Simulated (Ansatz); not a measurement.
A geometry of HfSi away from equilibrium: the start of the relaxation of a generated cell, HfSi built in the TiAs structure type. All values below come from r2SCAN (plane waves to 500 eV, PAW, scalar-relativistic; Ansatz, a program for electronic structure). Γ-centred k-mesh 10×10×3 on the run's cell, Fermi–Dirac smearing 0.05 eV.

```xyz
8
Lattice="3.7505 0.0000 0.0000 -1.8753 3.2480 0.0000 0.0000 0.0000 12.6528" Properties=species:S:1:pos:R:3 pbc="T T T"
Hf     0.0000     2.1654     1.5816
Hf     1.8753     1.0827     7.9080
Hf     1.8753     1.0827    11.0712
Hf     0.0000     2.1654     4.7448
Si     0.0000     0.0000     0.0000
Si     0.0000     0.0000     6.3264
Si     0.0000     2.1654     9.4896
Si     1.8753     1.0827     3.1632
```

What forces act on the atoms (eV/Å)?


| atom | Fx | Fy | Fz |
|---|---|---|---|
| Hf1 | 0.00 | 0.00 | -1.12 |
| Hf2 | 0.00 | 0.00 | -1.12 |
| Hf3 | 0.00 | 0.00 | 1.12 |
| Hf4 | 0.00 | 0.00 | 1.12 |
| Si5 | 0.00 | 0.00 | 0.00 |
| Si6 | 0.00 | 0.00 | 0.00 |
| Si7 | 0.00 | 0.00 | 0.00 |
| Si8 | 0.00 | 0.00 | 0.00 |

What is the pressure?

+2.5 GPa, compression positive.

How much energy per atom can still be gained by relaxing?

0.02 eV/atom; the path ends in P6₃/mmc (No. 194) (AFLOW prototype AB_hP8_194_ad_f (B_i, as in TiAs)).

No spin polarisation in the result.

The run could not lose the symmetry of its start: the end is stationary, and may be a saddle point rather than a minimum.

The end of the path is a generated cell of HfSi: the first start was made by placing the elements on the sites of a structure type, and the end was not matched to a known phase here, so it may be hypothetical.
